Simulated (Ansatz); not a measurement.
KSrBr₃: sound and stiffness along [100], [110] and [111]

Method: DFT LDA, scalar-relativistic, plane waves, PAW (Ansatz). Cutoff 420 eV, 4×4×4 k-points (Γ-centred), fixed occupations. No spin polarisation.

The cell is fixed (symmetry leaves no force on the atoms) and stands under -0.1 GPa:
```
CELL_PARAMETERS angstrom
5.77930 0.00000 0.00000
0.00000 5.77930 0.00000
0.00000 0.00000 5.77930
ATOMIC_POSITIONS crystal
K 0.00000 0.00000 0.00000
Sr 0.50000 0.50000 0.50000
Br 0.50000 0.50000 0.00000
Br 0.50000 0.00000 0.50000
Br 0.00000 0.50000 0.50000
```

The cell is the ideal cubic perovskite prototype; whether it is the stable structure of this composition wasn't checked.

With ions relaxed, on the cubic axes: C11 = 54.8, C12 = 4.9, C44 = 3.0 GPa. The density is 3.152 g/cm³. Zone-centre modes weren't checked beside this run.

Problem. Is the crystal stable against strain, and how anisotropic is it?

Solution. Born's conditions hold: C11 + 2C12 = 64.6, C11 − C12 = 50.0 and C44 = 3.0 GPa are all positive. B = (C11 + 2C12)/3 = 21.5 GPa. The two shear moduli are C44 and C′ = (C11 − C12)/2 = 25.0 GPa, so Zener's ratio is A = C44/C′ = 0.12: the shear C44 is the soft one, as in NaCl, KCl, the halide perovskites and the bcc metals V, Nb, Cr and Mo. The Cauchy pressure C12 − C44 is 1.9 GPa; it would vanish for pair forces between atoms on inversion centres at zero pressure, and a positive value is usual with metallic or many-body binding, and where atoms off inversion centres relax under shear, which lowers C44.

Problem. Give the sound speeds along the three symmetry directions.

Solution. The Christoffel equation gives ρv² for each branch:
```tsv
direction	branch	ρv²	GPa	v (m/s)
[100]	L	C11	54.8	4170
[100]	T (×2)	C44	3.0	974
[110]	L	(C11 + C12 + 2C44)/2	32.8	3227
[110]	T, u ∥ [001]	C44	3.0	974
[110]	T, u ∥ [1-10]	(C11 − C12)/2	25.0	2815
[111]	L	(C11 + 2C12 + 4C44)/3	25.5	2845
[111]	T (×2)	(C11 − C12 + C44)/3	17.6	2366
```

Problem. How does Young's modulus depend on direction?

Solution. Inverting gives S11 = 18.510, S12 = -1.510, S44 = 334.448 TPa⁻¹. Along a unit vector (l, m, n), 1/E = S11 − 2(S11 − S12 − S44/2)(l²m² + m²n² + n²l²), where the last bracket is 0, 1/4 and 1/3 for [100], [110] and [111]: E = 54, 11 and 9 GPa. With A < 1 the cube edge is stiffest. For a film on (001), the biaxial modulus is C11 + C12 − 2C12²/C11 = 59 GPa and the normal strain is −2C12/C11 = -0.18 times the in-plane one.

Symmetry holds off the tilts and polar distortions that many cubic perovskites undergo.